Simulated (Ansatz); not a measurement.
AlP (zinc blende, F-43m), a = b = c = 5.4337 Å, α = β = γ = 90.00°; the cell used has 2 atoms.

Relaxed with LDA.

Q: Decompose the optical modes at the zone centre into irreducible representations, and say which are infrared and Raman allowed.

A: Point group -43m: Γ_opt = T2. Infrared: T2. Raman: T2.

Q: Assign frequencies (DFPT, plane-wave PAW LDA (Ansatz code); without the LO–TO term).

A: T2 440 cm⁻¹.

The LDA relaxation kept the symmetry of its start; phonons on a q-mesh show no instability.

Potentials: the later of the program's two PAW sets.
